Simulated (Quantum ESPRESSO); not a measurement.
# Moving one atom in Ga2SiMgP4

Calculated results; nothing here was measured. They come from pw.x of Quantum ESPRESSO 7.5, a plane-wave density functional program, with PseudoDojo standard norm-conserving files (v0.5 for PBE, v0.4.1 for LDA and PBEsol). The cells are made up: elements, strain and atom displacements were drawn at random, and nothing was relaxed. There is no spin polarisation, spin-orbit coupling or dispersion term.

The cell has 8 sites of a zincblende or diamond lattice. Sites 1 to 4 hold Ga Si Mg Ga; sites 5 to 8 hold P P P P. Cell vectors in Å: (5.441, -0.058, 0.010); (-0.058, 5.471, -0.047); (0.010, -0.047, 5.306). Settings: PBE, cutoff 1143 eV, 4 x 4 x 4 k mesh shifted by half a step, Fermi-Dirac smearing of 0.025 eV.

Each run shifts the Mg atom on site 3 along z and leaves all else fixed. Site 8 is one of its nearest neighbours. E is the free energy of the cell above the lowest run shown.

| run | shift (Å) | Fz on site 3 (eV/Å) | Fz on site 8 (eV/Å) | P (GPa) | E (meV) |
| --- | --- | --- | --- | --- | --- |
| 1 | -0.1196 | 0.030 | -0.075 | 6.73 | 0.0 |
| 3 | 0.0126 | -1.870 | 0.485 | 6.96 | 121.8 |
| 4 | 0.0523 | -2.439 | 0.644 | 7.11 | 207.5 |
| 5 | 0.0879 | -2.920 | 0.779 | 7.27 | 302.9 |
| 6 | 0.1190 | -3.349 | 0.895 | 7.43 | 400.4 |
| 7 | 0.1662 | -3.954 | 1.059 | 7.71 | 573.0 |
| 2 | -0.0553 | ? | ? | ? | ? |

A rerun of one of these cells at 1437 eV and k mesh 6 x 6 x 6 moved values by no more than 0.008 eV in the cell's energy, 0.02 GPa in stress and 0.009 eV/Å in force.

## Worked fit

A parabola through the six runs shown gives Fz on site 3 = -1.704 - 14.12 u + 3.3 u² eV/Å, with u in Å and a scatter of 0.011 eV/Å. Minus the slope, 14.12 ± 0.23 eV/Å², is this atom's force constant along z at u = 0, with its periodic images moving too. The fitted force vanishes at u = -0.117 Å, where the energy should be lowest along this line. The error is the larger of the fit's own and the change that a cubic makes, rounded up.

## Withheld run

Question: what Fz on site 3 should run 2 give?

The fit gives -0.913 eV/Å. The calculation gave -0.903 eV/Å.

```
run,shift (Å),Fz on site 3 (eV/Å),Fz on site 8 (eV/Å),P (GPa),E (meV)
2,-0.0553,-0.903,0.204,6.79,27.6
```